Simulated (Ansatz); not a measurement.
CaO (rock salt, space group No. 225) at seven volumes, DFT-HSE06 in the program Ansatz with PAW potentials, scaled uniformly. One row is withheld.

| V (Å³/atom) | P (GPa) |
|---|---|
| 12.564 | 13.24 |
| 12.978 | 8.10 |
| 13.392 | 3.73 |
| 13.806 | 0.00 |
| 14.221 | -3.18 |
| 14.635 | -5.88 |
| 15.049 | ? |

Q: Fit the shown pressures and predict the withheld one.

A: Third-order Birch–Murnaghan: P = (3/2)B₀(x^(7/2) − x^(5/2))[1 + (3/4)(B′ − 4)(x − 1)] with x = (V₀/V)^(2/3). Least squares on the six rows gives V₀ = 13.806 Å³/atom, B₀ = 114.5 GPa, B′ = 4.32. At V = 15.049, x = 0.9441 and P = -8.20 GPa. The run itself gave -8.19 GPa.

Space group Fm-3m (rock salt). The cell was relaxed with HSE06 under the symmetry of its start.

Potentials: the earlier of the program's two PAW sets.
